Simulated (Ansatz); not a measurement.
Starting cell, PtS2 (CdI2 type):

```
PtS2
1.0
    3.55229     0.00000     0.00000
   -1.77615     3.07638     0.00000
    0.00000     0.00000     5.12797
Pt S
1 2
Cartesian
  0.00000   0.00000   0.00000
  0.00000   2.05092   1.22592
  1.77615   1.02546   3.90205
```

Two-dimensional scan of atom 2 (S, nearest neighbour Pt at 2.389 Å; its periodic images, 3.6 Å or more away, move with it): u runs along (1.000, 0.000, 0.000), v along (0.000, 1.000, 0.000) (Cartesian). Cell and other atoms are fixed.

The numbers are results of r2SCAN+rVV10 (plane waves to 500 eV, PAW, scalar-relativistic; Ansatz, a quantum-chemistry and plane-wave program), not measurements. k mesh 9×9×5 (Γ-centred), Fermi-Dirac smearing 0.05 eV. The energy includes the smearing's −TS. Points where atoms come too close for the PAW data are left out (x in tables, blank in figures). As the smearing reaches across the gap at some points, energies and forces of such displacements shift with the k mesh and the smearing. PtS2 is run without spin polarisation. PtS2 was relaxed with its symmetry unable to fall. Spin-orbit coupling is left out, though Pt is heavy. The zero of ΔE is the undisplaced structure. Axes are in Å.

| ΔE (meV/cell) | u = -0.790 | u = -0.527 | u = -0.263 | u = 0.000 | u = 0.263 | u = 0.527 | u = 0.790 |
|---|---|---|---|---|---|---|---|
| v = -0.790 | 3089 | 3947 | x | x | x | 3947 | 3089 |
| v = -0.527 | 2047 | 1923 | 1880 | 1876 | 1880 | 1923 | 2047 |
| v = -0.263 | 2064 | 1158 | 584 | 394 | 584 | 1158 | 2064 |
| v = 0.000 | 3183 | [?] | 342 | 0 | 342 | [?] | 3183 |
| v = 0.263 | x | 2439 | 799 | 290 | 799 | 2439 | x |
| v = 0.527 | x | 3901 | 1647 | [?] | 1647 | 3901 | x |
| v = 0.790 | x | x | 2474 | 1697 | 2474 | x | x |

Q: Fill in the missing entries.

A: 
- v = 0.000, u = -0.527: 1402
- v = 0.000, u = 0.527: 1402
- v = 0.527, u = 0.000: 966

(A displaced cell: forces are minus the slopes of the energy, force constants its curvatures, and phonons follow from these.)
